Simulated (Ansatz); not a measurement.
VPt₃ in space group R-3m (No. 166; V on 3a, Pt on 6c, Pt on 3b), plane-wave PAW PBEsol (Ansatz code), all energies at zero smearing, with the estimated change up to a 700 eV cutoff added, with one set of potentials and settings (totals compare only within such a set). Cell of 4 atoms (1 V, 3 Pt): -40038.058 eV.

| element | reference phase | E (eV/atom) |
|---|---|---|
| V | Im-3m, 1 atoms in the cell | -2885.2930 |
| Pt | Fm-3m, 1 atoms in the cell | -12383.8180 |

Formation energy per atom, worked out: (-40038.058 − 1×(-2885.2930) − 3×(-12383.8180))/4 = -0.328 eV/atom (-32 kJ per mol of atoms), at 0 K, without zero-point energy or fitted corrections.

The first step of the workflow began from a Materials Project structure, measured or hypothetical; the Crystallography Open Database copy checked does not list it. COD files the formula under space group No. 139, 221. Its standing as an ambient phase is unchecked. The PBEsol relaxation kept the symmetry of its start; its stability against distortions is not shown here. The run is not spin-polarised. The references are the lowest solids computed at this level, not always the standard phases. Spin–orbit coupling is left out wherever it is not named.

Potentials: the later of the program's two PAW sets.
